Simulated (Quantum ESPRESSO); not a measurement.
Space group P6₃mc (No. 186); a = b = 4.093 Å, c = 6.685 Å, α = β = 90.00°, γ = 120.00°

```tsv
atom	site	symmetry	x	y	z
Li	2b	3m.	0.3333	0.6667	0.3756
Br	2b	3m.	0.6667	0.3333	0.4994
```

The PBEsol cell relaxed from Materials Project entry mp-976280 was given a biaxial strain of -1 % along x and y, z relaxed, and the atoms were relaxed again.

What does norm-conserving PBEsol (Quantum ESPRESSO, 74 Ry, no spin-orbit coupling) give for the electronic structure near the Fermi level?

The PBEsol gap is direct, 4.90 eV at Γ. Spin-orbit splittings are left out.

This is not the ordinary phase of the substance; no match was found in the copy of COD used, and its stability was not checked.
